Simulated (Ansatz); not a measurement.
How the vibrations of Al3Cu2 change with volume

The calculation used DFT LDA, scalar-relativistic, plane waves, PAW (Ansatz). Cutoff 420 eV, 12×12×8 k-points (Γ-centred), Fermi-Dirac smearing of 0.15 eV. No spin polarisation. Phonons by linear response, acoustic sum rule imposed.

Equilibrium structure at this level:
```
Al Cu
1.0
     4.05811    0.00000    0.00000
    -2.02906    3.51443    0.00000
     0.00000    0.00000    4.93523
Al Cu
3 2
Direct
  0.00000 0.00000 0.00000
  0.33333 0.66667 0.35108
  0.66667 0.33333 0.64892
  0.33333 0.66667 0.84202
  0.66667 0.33333 0.15798
```

In a metal, frequencies depend on the k mesh and the smearing, soft modes most.

Cells at 0.98 and 1.02 times the equilibrium volume were relaxed in shape and atoms; γ = −d ln ν / d ln V, modes matched by rank.

Question: Give the optical frequencies at Γ (cm⁻¹) at the three volumes and the mode Grüneisen parameters.

Answer:
```
0.98 V    V  1.02 V     γ  degeneracy
   134  126     120  2.78           2
   164  157     151  2.08           1
   195  189     184  1.45           1
   213  205     197  1.92           2
   288  277     267  1.93           2
   340  327     315  1.95           2
   341  329     317  1.88           1
   375  362     349  1.78           1
```

Question: What pressures hold the two strained cells, and what bulk modulus follows?

Answer: 2.53 GPa at 0.98 V and -2.26 GPa at 1.02 V, so B = −dP/d ln V ≈ 120 GPa.